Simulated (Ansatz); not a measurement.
Values for one crystal, relaxed and computed with plane-wave PAW LDA (Ansatz code); other levels are named.

```yaml
volume_per_atom: 10.98 Å³
electronic_character: no gap, with almost no states at the Fermi level (zero-gap or semimetallic)
debye_temperature_from_the_elastic_constants: 471 K
Poisson's ratio: 0.32
Formation energy from the elements (no fitted shifts): -0.073 eV/atom
Density of states at the Fermi level: 0.00 states/eV per atom (mean over ±0.08 eV)
hill_bulk_and_shear_moduli: 165 and 66.7 GPa
```

Question: Pick the material that matches.
A. ZnCdTeSe, P3m1 (Zn on 1a, Cd on 1c, Te on 1a, Se on 1c)
B. Zn3N2, anti-bixbyite
C. VN, rock salt
D. BaNbNO2, P4/mmm (Ba on 1a, Nb on 1d, N on 1c, O on 2e)

Answer: B, Zn3N2, anti-bixbyite

Space group Ia-3 (anti-bixbyite). The LDA relaxation kept the symmetry of its start. As this level gives no gap, shear constants depend on the k-mesh and smearing (Fermi–Dirac, 0.1 eV here). The references are the lowest solids computed at this level, not always the standard phases (solids in place of the gases).

Potentials: the later of the program's two PAW sets.
